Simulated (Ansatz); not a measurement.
## Coordination and N-14 quadrupole coupling in VZnC2N3F5 under strain

Cell: an entry of the Crystallography Open Database (COD), relaxed with PBE at fixed cell and then changed (z compressed by 3 %).

```
CELL_PARAMETERS angstrom
-3.73140 4.52975 4.57457
3.73140 -4.52975 4.57457
3.73140 4.52975 -4.57457
ATOMIC_POSITIONS crystal
V 0.00000 0.00000 0.50000
V 0.00000 0.50000 0.00000
Zn 0.00000 0.00000 0.00000
Zn 0.50000 0.00000 0.50000
C 0.41665 0.27743 0.13922
C 0.63820 0.27743 0.36078
C 0.36180 0.72257 0.63922
C 0.58335 0.72257 0.86078
N 0.31081 0.14048 0.17033
N 0.47015 0.14048 0.32967
N 0.52985 0.85952 0.67033
N 0.68919 0.85952 0.82967
N 0.61781 0.36781 0.25000
N 0.38219 0.63219 0.75000
F 0.04436 0.29436 0.75000
F 0.95564 0.70564 0.25000
F 0.01148 0.90706 0.68342
F 0.72364 0.32806 0.81658
F 0.27636 0.09294 0.60442
F 0.98852 0.67194 0.89558
F 0.98852 0.09294 0.31658
F 0.27636 0.67194 0.18342
F 0.72364 0.90706 0.39558
F 0.01148 0.32806 0.10442
```

Atoms are numbered from 1 in the order listed; like atoms form one site, named after its first atom.

Computed with Ansatz: DFT, PBE, plane waves and PAW, scalar-relativistic, collinear spin, 420 eV cutoff, Γ-centred 6×6×6 k-points, Fermi–Dirac smearing 0.05 eV. Start moments as typed (μB): 1 on each V, none on the rest.

Q(N-14) = 20.44 mb.

Problem. Rank these N sites by |C_Q|, smallest first.
A. N9: 1 C at 1.28 Å, 1 N at 1.44 Å, 1 Zn at 2.01 Å; also 1 Zn at 3.25 Å
B. N13: 2 C at 1.30 Å, angle 101°

Solution. B (3.39 MHz, η = 0.57), A (4.51 MHz, η = 0.10).

The structure holds N–N bonds (1.44 Å). At N13 V_zz points along the bisector of its two bonds (within 1°).

The run finds no gap above 0.1 eV (a metal, or nearly one), so the gradients can move by 10 % or more with the k-mesh. Semilocal functionals can leave a metal where correlation in the d or f shell opens a gap in the real compound, and that would change the values at and beside V. At this changed cell the PBE pressure is 7 GPa. The atoms aren't relaxed in the changed cell (largest force 2.1 eV/Å). All moments are parallel here, as the start or the cell imposes; many such compounds order antiparallel, where fields and spin densities carried over to other atoms largely cancel. The magnetic order is the one that the run reached from its start moments, not necessarily the measured one (the real compound may not order at all).
